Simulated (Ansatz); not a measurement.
## Run times of several calculations on PtSe2

Cell: 3 atoms, space group P-3m1, a = 3.717 Å, b = 3.717 Å, c = 5.820 Å, α = 90.00°, β = 90.00°, γ = 120.00°.

All runs are DFT with Ansatz 0.2.0 on 1 thread of Intel Xeon Platinum 8488C (Sapphire Rapids) (x86_64; 16 cores open to the job, memory cap 3.0 GiB, no GPU), a shared host.

Task: Rank the runs by wall time, shortest first.
A. core holes on 2 sites, PBE, 420 eV, 5×5×5 k-points, fixed occupations, 12 atoms
B. dielectric tensor by linear response, PBE, 420 eV, 9×9×5 k-points, fixed occupations
C. single point, PBE, 420 eV, 9×9×5 k-points, smearing 0.02 eV

Result: C (9.3 s, 0.59 GiB), B (99 s, 1.1 GiB), A (8.1 min, 2 GiB).
